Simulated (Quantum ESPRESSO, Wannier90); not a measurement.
**Tight-binding from DFT: VBiO4 (P1)**

```xyz
6
Lattice="4.7899 0.0000 0.0000 1.1549 4.6601 0.0000 2.2467 1.7612 4.5112" Properties=species:S:1:pos:R:3 pbc="T T T"
V      0.1609    -2.5304    -2.2545
Bi    -0.1827     0.2297    -0.0010
O      1.8573    -0.0527     0.7220
O      0.8322     0.4876    -2.0850
O     -0.6684    -0.6924     2.0852
O     -0.3964    -1.8176    -0.7224
```

Materials Project entry mp-1101208; symmetrised, unrelaxed at this level. Not found in the COD (Crystallography Open Database) copy used, which has the formula in other groups; not checked further. The atoms lie within 0.1 Å of the higher space group C2. Method: PBEsol plane waves in Quantum ESPRESSO 7.5 (PseudoDojo norm-conserving files, 68 Ry, spinors with spin-orbit coupling), Bloch states on a 4×4×4 mesh through Γ, Wannier90 4.0.1. Density: 8×8×8 mesh, cold smearing 0.01 Ry.

Bands 19-52 form an isolated set from -17.16 to 0.00 eV relative to the valence-band maximum (on the path) and are turned into 34 Wannier functions by minimising the spread from the start: SCDM (isolated).

Problem. Where do the functions sit, how wide are they and what are they made of?

Solution. 
```
functions  spread (Å²)  nearest atom, distance (Å)  second atom, distance (Å)            weight on atomic waves
---------  -----------  --------------------------  -------------------------  --------------------------------
4                 1.07                      O 0.46                     V 1.83  O 2p 54 %, O 2s 24 %, Bi 6p 12 %
1                 0.91                      O 0.29                     V 1.82    O 2p 59 %, O 2s 29 %, V 3d 6 %
1                 0.90                      O 0.29                     V 1.82    O 2p 59 %, O 2s 29 %, V 3d 6 %
2                 0.97                      O 0.28                     V 1.64   O 2p 73 %, O 2s 12 %, V 3d 10 %
4                 0.87                      O 0.56                     V 1.16   O 2p 58 %, V 3d 21 %, O 2s 14 %
4                 0.93                      O 0.30                     V 1.58   O 2p 68 %, O 2s 17 %, V 3d 12 %
1                 0.85                      O 0.27                     V 1.78    O 2p 56 %, O 2s 33 %, V 3d 7 %
4                 0.88                      O 0.50                     V 1.30   O 2p 59 %, O 2s 17 %, V 3d 16 %
4                 1.05                      O 0.53                    Bi 1.65  O 2p 48 %, O 2s 28 %, Bi 6p 16 %
3                 0.84                      O 0.27                     V 1.78    O 2p 55 %, O 2s 34 %, V 3d 7 %
2                 0.92                      O 0.30                     V 1.81    O 2p 59 %, O 2s 29 %, V 3d 6 %
1                 0.95                      O 0.27                     V 1.66    O 2p 74 %, O 2s 12 %, V 3d 9 %
2                 1.68                     Bi 0.29                     O 2.38             Bi 6s 87 %, Bi 6p 8 %
1                 0.96                      O 0.27                     V 1.66    O 2p 74 %, O 2s 12 %, V 3d 9 %
```

Ω_I = 29.24 Å², Ω_total = 33.40 Å²; the interpolated bands follow pw.x to 1.2 meV rms on the path. It is the lowest total spread that any start reached here.
